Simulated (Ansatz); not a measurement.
Sr3BiN:
```
CELL_PARAMETERS angstrom
      5.22353     0.00000     0.00000
      0.00000     5.22353     0.00000
      0.00000     0.00000     5.22353
ATOMIC_POSITIONS crystal
  Sr 0.50000 0.50000 0.00000
  Sr 0.00000 0.50000 0.50000
  Sr 0.50000 0.00000 0.50000
  Bi 0.00000 0.00000 0.00000
  N  0.50000 0.50000 0.50000
```

Relaxed with r²SCAN.

Task: Give the Bader charges and basin volumes of the independent atoms, DFT-r²SCAN in the program Ansatz with PAW potentials.

Result: 

| atom | Bader charge (e) | Bader volume (Å³) |
|---|---|---|
| Sr1 | +1.37 | 20.6 |
| Bi4 | -2.05 | 59.1 |
| N5 | -2.05 | 21.6 |

Space group Pm-3m (anti-perovskite). The workflow started from a Materials Project entry (that database holds measured and hypothetical structures alike); the Crystallography Open Database copy checked does not list it. Whether it is the stable phase at ambient conditions was not checked. The r²SCAN relaxation kept the symmetry of its start; its stability against distortions is not shown here. Scalar-relativistic: spin–orbit coupling is off unless named, which matters more the heavier the elements.

Potentials: the later of the program's two PAW sets.
